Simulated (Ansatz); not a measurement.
Zr$_{2}$InN in space group P6_3/mmc (No. 194; Zr on 4f, In on 2d, N on 2a), plane-wave PAW r²SCAN (Ansatz code), all energies at zero smearing, with the estimated change up to a 700 eV cutoff added, with one set of potentials and settings (totals compare only within such a set). Cell of 8 atoms (4 Zr, 2 In, 2 N): -28783.203 eV.

| element | reference phase | E (eV/atom) |
|---|---|---|
| Zr | P6_3/mmc, 2 atoms in the cell | -4195.0260 |
| In | I4/mmm, 1 atoms in the cell | -5611.8204 |
| N | Pa-3, 8 atoms in the cell | -384.8315 |

Formation energy per atom, worked out: (-28783.203 − 4×(-4195.0260) − 2×(-5611.8204) − 2×(-384.8315))/8 = -1.224 eV/atom (-118 kJ per mol of atoms), at 0 K, without zero-point energy or fitted corrections.

The workflow started from a Materials Project entry (that database holds measured and hypothetical structures alike); the Crystallography Open Database copy checked does not list it. Whether it is the stable phase at ambient conditions was not checked. Symmetry was held in the r²SCAN relaxation; its stability against distortions is not shown here. No spin polarisation was allowed. The references are the lowest solids computed at this level, not always the standard phases (solids in place of the gases).

Potentials: the later of the program's two PAW sets.
